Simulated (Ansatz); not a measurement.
A relaxed database cell of SrPb$_{3}$: Pm-3m (No. 221), cP4, Cu3Au type; a = 4.942 Å, b = 4.942 Å, c = 4.942 Å, α = 90.00°, β = 90.00°, γ = 90.00°; Sr 1a (0.000, 0.000, 0.000); Pb 3c (0.000, 0.500, 0.500). Computed with PBEsol (plane waves to 420 eV, PAW, scalar-relativistic; Ansatz, a quantum-chemistry and plane-wave program). Element references, the lowest calculated here: Sr (Fm-3m), Pb (Fm-3m).

Total energies (eV/atom, σ → 0; comparable only within this code, potentials and settings):

| phase | E (eV/atom) |
|---|---|
| SrPb3 (Pm-3m) | -9689.653 |
| Sr (Fm-3m) | -3492.214 |
| Pb (Fm-3m) | -11754.947 |

**Question.** What is the formation energy of this Pm-3m form of SrPb3 from the elements?

**Answer.** E_f = -9689.653 − [1 × (-3492.214) + 3 × (-11754.947)] / 4 = -0.39 eV/atom (-1.6 eV per formula unit).

A lower structure of this composition may exist.

Static energies, no anion corrections, no zero-point energy. Values are rounded to 0.01 eV/atom. Not shown to be the ambient phase of their composition (a lower form may be missing, and a cell relaxed within its start's symmetry can be a saddle point): SrPb3 (Pm-3m). Spin-orbit coupling is missing from these energies, which matters for elements this heavy. The compounds carry no spin polarisation.
